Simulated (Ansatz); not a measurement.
Al:
```xyz
1
Lattice="0.0000 1.9916 1.9916 1.9916 0.0000 1.9916 1.9916 1.9916 0.0000" Properties=species:S:1:pos:R:3 pbc="T T T"
Al     0.0000     0.0000     0.0000
```

Relaxed with LDA. Special points in fractions of this cell's reciprocal vectors: Γ (0.000, 0.000, 0.000); X (0.500, 0.000, 0.500); U (0.625, 0.250, 0.625); K (0.375, 0.375, 0.750); L (0.500, 0.500, 0.500); W (0.500, 0.250, 0.750).

Q: List the band energies nearest the Fermi level at these points for LDA in the plane-wave PAW code Ansatz.

A: In eV from the Fermi level; about four levels below and three above (degenerate sets whole), none deeper than 8.9 eV; … stands for higher levels left out; points with the same levels are listed once.

```csv
k,below,above
Γ,–,…
X,-2.98 -1.62,5.28 …
U,-1.93 -1.40 -0.36,…
L,-4.70 -4.45,…
W,-0.87 -0.87,0.14 …
```

Space group Fm-3m (fcc (Cu type)). The LDA relaxation kept the symmetry of its start.

Potentials: the earlier of the program's two PAW sets. The files were generated under PBE; for other functionals the program regenerates the frozen cores, and for LDA and PBEsol the local potential too.
